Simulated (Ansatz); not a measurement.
Re (hcp (Mg type), P6_3/mmc) under volume change, DFT-r²SCAN+D4 in the program Ansatz with PAW potentials, shape and atoms relaxed at each volume.

```json
[
 {"V (Å³/atom)": "13.309", "E − E(relaxed) (meV/atom)": "172.3", "P (GPa)": "45.58"},
 {"V (Å³/atom)": "13.748", "E − E(relaxed) (meV/atom)": "72.3", "P (GPa)": "27.90"},
 {"V (Å³/atom)": "14.187", "E − E(relaxed) (meV/atom)": "17.1", "P (GPa)": "12.84"},
 {"V (Å³/atom)": "14.625", "E − E(relaxed) (meV/atom)": "0.0", "P (GPa)": "0.00"},
 {"V (Å³/atom)": "15.064", "E − E(relaxed) (meV/atom)": "…", "P (GPa)": "…"},
 {"V (Å³/atom)": "15.503", "E − E(relaxed) (meV/atom)": "…", "P (GPa)": "…"},
 {"V (Å³/atom)": "15.942", "E − E(relaxed) (meV/atom)": "124.9", "P (GPa)": "-28.11"}
]
```

Complete the blanks.


- 15.503, E − E(relaxed) (meV/atom): 58.4
- 15.503, P (GPa): -20.23
- 15.064, E − E(relaxed) (meV/atom): 15.4
- 15.064, P (GPa): -10.93

What does a third-order Birch–Murnaghan fit give for V₀, B₀ and B′?

V₀ = 14.63 Å³/atom, B₀ = 394 GPa, B′ = 4.3.

Symmetry was held in the r²SCAN+D4 relaxation. The run is not spin-polarised. The pairwise dispersion correction was not fitted to metals. Scalar-relativistic: spin–orbit coupling is off unless named, which matters more the heavier the elements.

Potentials: the later of the program's two PAW sets.
